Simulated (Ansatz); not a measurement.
SbBr₂N₂ in Ansatz, settings compared

Run with:

```bash
ansatz run input.yaml --threads 1 --pin off --max-ram 2560MiB --backend cpu --events-out ev --progress --plain --runs-dir out
```

input.yaml:

```yaml
crystal:
  lattice:
    - [4.183451, 4.183451, 0.0]
    - [4.183451, -4.183451, 0.0]
    - [0.0, 0.0, -4.183451]
  atoms:
    - { symbol: Sb, position: [0.0, 0.0, 0.0] }
    - { symbol: "N", position: [0.25, 0.75, 0.0] }
    - { symbol: "N", position: [0.75, 0.25, 0.0] }
    - { symbol: Br, position: [0.25, 0.25, 0.5] }
    - { symbol: Br, position: [0.75, 0.75, 0.5] }
  symmetry: { tolerance: 0.0003 }
kpoints:
  mp_grid: { grid: [3, 3, 4], shift: [0, 0, 0] }
magnetization:
  spin_polarized: false
scf:
  occupations: { method: fermi_dirac }
hamiltonian:
  pseudopotentials: { kind: paw }
  xc: r2scan
basis:
  ecutwfc: 500
output:
  forces: true
  stress: true
  eigenvalues: true
```

Origin of the cell: a known structure type with other elements, at an estimated volume, so it need not be a known compound.

The smearing width isn't typed, so it takes its default of 0.1 eV.

Output of this run (shortened):

```
SCF iter   1: F=—  HF=-12845.421458 eV  Δρ=1.11e-2  dr2=2.89e-1  dr2_τ=2.34e-2
SCF iter   2: F=—  HF=-12845.411428 eV  Δρ=5.93e-3  dr2=1.08e-1  dr2_τ=1.08e-3
SCF iter   3: F=—  HF=-12845.402496 eV  Δρ=3.63e-3  dr2=3.47e-2  dr2_τ=6.32e-4
SCF iter   4: F=—  HF=-12845.398333 eV  Δρ=1.20e-3  dr2=3.77e-3  dr2_τ=7.81e-5
SCF iter   5: F=—  HF=-12845.397666 eV  Δρ=3.47e-4  dr2=1.73e-4  dr2_τ=4.50e-6
SCF iter   6: F=—  HF=-12845.397779 eV  Δρ=1.69e-4  dr2=4.77e-5  dr2_τ=8.34e-7
SCF iter   7: F=—  HF=-12845.397790 eV  Δρ=8.73e-5  dr2=5.29e-6  dr2_τ=2.08e-7
SCF iter   8: F=—  HF=-12845.397791 eV  Δρ=1.89e-5  dr2=2.76e-7  dr2_τ=1.81e-8
SCF iter   9: F=-12845.397791 eV  HF=-12845.397791 eV  Δρ=4.96e-6  dr2=2.96e-8  dr2_τ=1.27e-9
SCF 1 converged in 9 iterations: F = -12845.397791 eV  dr2 = 2.96e-8
SCF converged after 9 iterations
Free energy (F): -12845.397791 eV
Harris-Foulkes:  -12845.397791 eV  (|F-HF|=9.58e-9)
Internal energy: -12845.007624 eV  (E = F + TS)
E sigma→0 (E₀):  -12845.202708 eV
Entropy (-TS):   -0.390167 eV (-78.033 meV/atom)
Fermi energy:    1.245735 eV
--- Per-component energies (eV) ---
  E_band       = -409.132406
  E_kinetic    = 704.222360
  E_local      = -3363.753727  (includes V_loc(G=0)·N_el)
  E_nonlocal   = 597.206702
  E_hartree    = 1336.217879
  E_xc         = -733.163363
  E_vxc        = -482.357147  (∫ρ·V_xc dr)
  E_paw        = -9398.686359  (= ΣΔE_a)
  E_vpaw       = -566.146978  (= ΣTr[D̂ρ^β])
  E_aug_tail   = 0.000030  (compensation charges beyond the density's cutoff)
  E_vtau       = 29.264654  (kinetic-family band-sum trace: ∫τ·v_τ [+ j·A + Jᵃ·Aᵃ] dr)
  E_ewald      = -1987.181665
  E_core_change = 0.130520  (= ΣΔE_core)
  E_smearing   = -0.390167  (= −TS)
  Σ components = -12845.397791   (vs F -12845.397791, Δ=0.00e0)
--- Forces (eV/Å), atoms counted from 1 ---
  atom   1  Sb    -0.000000     0.000000     0.000000
  atom   2  N      0.000000    -2.040018     0.000000
  atom   3  N      0.000000     2.040018     0.000000
  atom   4  Br    -0.698761     0.000000     0.000000
  atom   5  Br     0.698761     0.000000     0.000000
  max |Σ_I F_I| component: 1.11e-16 eV/Å
--- Stress (GPa, compression-positive) ---
       -5.134028       0.000000       0.000000
        0.000000     -11.001905       0.000000
        0.000000       0.000000      -4.459126
  P = ⅓ Tr σ = -6.8650 GPa (-68.650 kbar)
```

The same input was run again with these changes:

1. `hamiltonian.pseudopotentials` { kind: paw } → { kind: paw, source: jth }
2. `kpoints.mp_grid.grid` [3, 3, 4] → [1, 1, 1]
3. `basis.ecutwfc` 500 → "400 eV"; `hamiltonian.xc` r2scan → pbe
4. `scf.mixing.preconditioner` default → none; `scf.eigensolver.kind` default → davidson

```
 run        end  SCF iterations  P (GPa)  max force component (eV/Å)  moment (μB)  ΔE(σ→0) (meV/atom)
base  converged               9    -6.87                       2.040            –                   0
   1  converged              11    -6.94                       2.089            –                   –
   2  converged              11     0.94                       3.420            –              785.73
   3  converged               9    -5.19                       1.696            –                   –
   4  converged               9    -6.87                       2.040            –                0.00
```

Energies are compared only where functional, datasets, charge and starting cell are the same.

Not properties of the system: run 2 (too coarse or loose: `kpoints.mp_grid.grid` = [1, 1, 1]).

Caveats of the base run: no moments, though an odd count or open d shells may carry them; no spin-orbit coupling, though heavy elements are present; the k mesh is coarse if the cell is a metal.

Run 1: the cutoff lies below the datasets' advice.
Run 3: the cutoff lies below the datasets' advice.

The base run took 8.7 s of wall time on 1 CPU thread(s) of a shared host, from the program's own first density.
